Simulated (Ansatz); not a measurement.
**P: strain energy, fitted**

P, Pm-3m, a = 2.437 Å. This isn't the element's structure at ambient conditions. Ansatz: r2SCAN, PAW, 500 eV, Γ-centred 22×22×22 mesh on 1 atom, Gaussian smearing 0.10 eV; no spin polarisation. Series: biaxial strain in the a-b plane, c and atoms relaxed; x is the strain in per cent. y is the free energy over the unstrained cell, V0 = 14.479 Å³/atom.

| x (%) | y (meV/atom) |
| --- | --- |
| -3.0 | 28.61 |
| -2.0 | 12.14 |
| -1.0 | 2.81 |
| 0.0 | 0.00 |
| 1.0 | 3.32 |
| 2.0 | ? |
| 3.0 | 26.24 |

Q: Fit y = c2 x² + c3 x³ to the other rows, turn c2 into a modulus, and predict the missing energy.

A: Least squares on the rows shown. y = 3.0389 x² − 0.041571 x³. In eV per unit strain² c2 is 30.39; M is the biaxial modulus (E = M V0 ε²): 30.39 × 160.2 / (14.479) = 336 GPa. The unstrained cell keeps some stress along the strain, worth a slope of 0.35 meV/atom per %, which the form leaves out. At x = 2.0 the fit asked for gives 11.82 meV/atom. The run gave 12.35 meV/atom, so the fit is 0.53 meV/atom too low, 1.9 % of the span of the series, against an rms of 0.25 meV/atom on the fitted rows. With a term in x⁴ added, a fit to the same known rows predicts 11.56 meV/atom, further off still.